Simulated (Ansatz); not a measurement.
Sn3Ge:
```
CELL_PARAMETERS angstrom
      4.54900     0.00000     0.00000
      0.00000     4.54900     0.00000
      0.00000     0.00000     6.45451
ATOMIC_POSITIONS crystal
  Ge 0.00000 0.00000 0.00000
  Sn 0.50000 0.00000 0.23407
  Sn 0.50000 0.50000 0.50000
  Sn 0.00000 0.50000 0.76593
```

This is the PBE-relaxed structure.

Question: All from PBE in the plane-wave PAW code Ansatz, unless another level is named. Predict the electronic character.

Answer: metallic (no gap).

Question: What about the density of states at the Fermi level?

Answer: 0.07 states/eV per atom (mean over ±0.08 eV).

Question: And the formation energy from the elements (no fitted shifts)?

Answer: 3.3 kJ/mol of atoms.

Space group P-4m2. The start of the workflow was typed in or built on a structure type; neither database checked (COD, Materials Project) lists it. Its standing as an ambient phase is unchecked. The cell was relaxed with PBE under the symmetry of its start; its stability against distortions is not shown here. The references are the lowest solids computed at this level, not always the standard phases. Spin–orbit coupling is left out wherever it is not named.

Potentials: the earlier of the program's two PAW sets.
